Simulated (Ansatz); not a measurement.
**Y$_{2}$MgGe$_{2}$, first-principles data**

Y$_{2}$MgGe$_{2}$:
```yaml
crystal:
  lattice:
    - [7.26548, 0.00000, 0.00000]
    - [0.00000, 7.26548, 0.00000]
    - [0.00000, 0.00000, 4.23989]
  atoms:
    - { symbol: Y, position: [0.32191, 0.17809, 0.50000] }
    - { symbol: Y, position: [0.67809, 0.82191, 0.50000] }
    - { symbol: Y, position: [0.82191, 0.32191, 0.50000] }
    - { symbol: Y, position: [0.17809, 0.67809, 0.50000] }
    - { symbol: Mg, position: [0.00000, 0.00000, 0.00000] }
    - { symbol: Mg, position: [0.50000, 0.50000, 0.00000] }
    - { symbol: Ge, position: [0.62243, 0.12243, 0.00000] }
    - { symbol: Ge, position: [0.37757, 0.87757, 0.00000] }
    - { symbol: Ge, position: [0.87757, 0.62243, 0.00000] }
    - { symbol: Ge, position: [0.12243, 0.37757, 0.00000] }
```

Space group P4/mbm (No. 127); conventional cell a = b = 7.265 Å, c = 4.240 Å, α = β = γ = 90.00°.

Method: r²SCAN (plane waves, PAW; program Ansatz). Structure relaxed to zero pressure with the same functional. Other levels are named where they apply.

**Cell and energy**

| Property | Result |
|---|---|
| Volume per atom | 22.38 Å³ |
| Density | 5.15 g/cm³ |
| Formation energy from the elements (no fitted shifts) | -0.90 eV/atom |

**Electronic structure**

| Property | Result |
|---|---|
| Electronic character | metallic (no gap) |
| Density of states at the Fermi level | 0.24 states/eV per atom (mean over ±0.08 eV) |

The first step of the workflow began from a Materials Project structure, measured or hypothetical; the Crystallography Open Database copy checked does not list it. Whether it is the stable phase at ambient conditions was not checked. Symmetry was held in the r²SCAN relaxation; whether a distortion lowers the energy is not shown. No spin polarisation was allowed. The references are the lowest solids computed at this level, not always the standard phases. Spin–orbit coupling is left out wherever it is not named.

Potentials: the earlier of the program's two PAW sets.
